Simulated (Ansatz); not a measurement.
Structures of NbCl₂: which is lowest?

Plane-wave DFT in Ansatz with scalar-relativistic PAW potentials, cutoff 420 eV, Γ-centred meshes chosen by cell and gap, Gaussian smearing with energies taken to zero width. Every cell was relaxed (cell and atoms) in a run of its own, within the symmetry of its start. Functional: PBE.

Relaxed structures (starts from databases or built by putting these elements on another compound's sites):
A. I4/mmm, 3 atoms in the computed cell, a = 4.178 Å, c = 7.821 Å; sites (symmetry × multiplicity) Nb 4/mmm × 2, Cl 4mm × 4; start: built
B. Immm, 3 atoms in the computed cell, a = 3.963 Å, b = 5.359 Å, c = 6.577 Å; sites (symmetry × multiplicity) Nb mmm × 2, Cl mm2 × 4; start: built

Problem. Rank them by energy. Could pressure change the order?

Solution.
```tsv
structure	group	E − E(lowest) (meV/atom)	V (Å³/atom)	gap on mesh (eV)
B	Immm	0.0	23.28	0.00
A	I4/mmm	473	22.75	0.00
```

B is lowest, 473 meV/atom under A. The two lowest differ in volume by under 3 %, too little for a first-order estimate of what pressure does to that pair (other pairs aren't weighed here); with rigid cells even 3 % in favour of the higher one would need about 109 GPa. Other structures may lie lower than all of these, and vibrations aren't counted.

Magnetic cells started from one order each; another order can shift an energy by tens of meV per atom.